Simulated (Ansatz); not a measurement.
# Ni$_{3}$RuN$_{3}$: phonons across the zone

These are results of DFT PBE, scalar-relativistic, plane waves, PAW in Ansatz 0.2.0, not measurements. Cutoff 420 eV, 8×8×6 k-points (Γ-centred), Gaussian smearing of 0.10 eV. No spin polarisation. Phonons by linear response, acoustic sum rule imposed.

Equilibrium structure at this level:
```yaml
crystal:
  lattice:
    - [3.74368, 0.00000, 0.00000]
    - [0.00000, 3.74368, 0.00000]
    - [0.00000, 0.00000, 5.14820]
  atoms:
    - { symbol: Ni, position: [0.00000, 0.50000, 0.45659] }
    - { symbol: Ni, position: [0.50000, 0.00000, 0.45659] }
    - { symbol: Ni, position: [0.50000, 0.50000, 0.82259] }
    - { symbol: Ru, position: [0.00000, 0.00000, 0.04222] }
    - { symbol: N, position: [0.00000, 0.50000, 0.84376] }
    - { symbol: N, position: [0.50000, 0.00000, 0.84376] }
    - { symbol: N, position: [0.00000, 0.00000, 0.40620] }
```

The cell was found from a structure generator's guess, not taken from experiment. In a metal, frequencies and elastic constants depend on the k mesh and the smearing, soft modes and shear constants most. The q mesh is coarse, so values between its points are rough.

Force constants from linear response on a 2×2×1 q mesh.

Path: Γ–X–M–Γ–Z–R–A–Z | X–R | M–A. Only the points of the 2×2×1 mesh were computed; the rest is interpolation, which is rough on so few points. On the mesh no mode is imaginary. Distance along the path (Å⁻¹), then the branches (cm⁻¹, negative for imaginary):
```
0.000  0 0 0 111 111 163 163 174 188 203 203 237 327 383 383 429 549 549 601 601 675
0.210  26 27 79 112 124 166 173 174 198 199 215 237 330 386 386 426 550 556 598 607 675
0.420  46 51 116 119 135 166 167 179 194 221 239 264 340 392 393 419 552 576 590 622 674
0.629  63 72 118 119 139 155 164 186 199 215 267 296 356 395 400 417 554 582 598 640 674
0.839  71 90 99 119 145 146 163 191 202 210 278 305 368 388 404 420 556 578 607 648 674
1.049  85 95 111 122 142 165 168 191 208 228 281 306 360 381 386 447 561 580 605 658 674
1.259  103 104 120 135 137 168 194 203 210 276 292 302 333 376 381 474 574 584 601 675 684
1.469  111 115 119 130 156 168 196 201 232 283 310 312 322 378 379 490 588 589 596 676 711
1.678  113 115 126 126 168 168 189 205 236 274 320 320 321 379 379 496 591 595 595 677 723
1.975  106 117 120 127 151 169 193 204 229 289 302 312 312 371 385 485 588 589 590 676 700
2.272  79 104 123 126 138 171 178 209 215 254 259 278 333 360 402 450 574 576 587 651 675
2.568  40 68 90 120 128 170 173 191 200 206 218 238 333 374 401 424 556 558 595 613 675
2.865  0 0 0 111 111 163 163 174 188 203 203 237 327 383 383 429 549 549 601 601 675
3.018  12 12 44 110 110 164 164 174 187 203 203 236 327 383 383 426 549 549 601 601 676
3.170  23 23 84 107 107 164 164 174 186 203 203 234 327 383 383 420 549 549 601 601 678
3.323  31 31 104 104 114 165 165 174 182 203 203 231 327 383 383 413 549 549 601 601 679
3.475  34 34 102 102 127 165 165 174 180 203 203 229 327 383 383 410 549 549 601 601 680
3.685  48 80 102 115 127 169 173 179 197 198 209 230 330 386 386 409 550 556 598 607 679
3.895  72 100 102 122 143 170 171 180 192 213 239 259 340 391 393 408 552 576 590 622 678
4.105  90 95 104 136 148 152 167 185 198 204 269 291 352 391 401 414 554 582 598 640 676
4.314  90 93 119 132 143 148 166 191 195 202 280 300 360 388 404 420 555 578 607 648 675
4.524  95 98 121 141 149 162 166 191 196 228 282 301 357 376 386 448 560 580 605 658 676
4.734  104 109 120 136 154 169 194 196 209 276 293 299 333 371 381 475 574 584 601 676 684
4.944  112 115 120 129 162 169 192 201 232 283 310 312 321 377 379 492 588 589 596 676 711
5.154  113 115 126 126 168 168 187 205 236 274 320 320 321 379 379 498 591 595 595 676 723
5.450  109 117 121 127 159 169 193 201 228 289 302 310 312 371 382 486 588 589 590 676 700
5.747  103 106 124 125 148 171 183 208 209 254 259 275 333 360 392 451 574 576 587 651 677
6.044  77 90 114 114 129 172 178 193 203 204 208 231 333 375 398 412 556 558 595 613 679
6.340  34 34 102 102 127 165 165 174 180 203 203 229 327 383 383 410 549 549 601 601 680
6.417  72 90 100 119 145 146 164 191 202 209 278 305 368 388 404 420 556 578 607 648 674
6.569  77 90 113 119 143 144 164 191 202 207 278 304 366 388 404 420 555 578 607 648 674
6.722  85 90 119 131 138 143 165 191 202 202 279 302 362 388 404 420 555 578 607 648 675
6.874  90 92 119 133 143 145 165 191 196 202 280 300 360 388 404 420 555 578 607 648 675
6.951  113 115 126 126 168 168 189 205 236 274 320 320 321 379 379 496 591 595 595 677 723
7.103  113 115 126 126 168 168 189 205 236 274 320 320 321 379 379 496 591 595 595 677 723
7.256  113 115 126 126 168 168 188 205 236 274 320 320 321 379 379 497 591 595 595 677 723
7.408  113 115 126 126 168 168 187 205 236 274 320 320 321 379 379 497 591 595 595 676 723
7.561  113 115 126 126 168 168 187 205 236 274 320 320 321 379 379 498 591 595 595 676 723
```
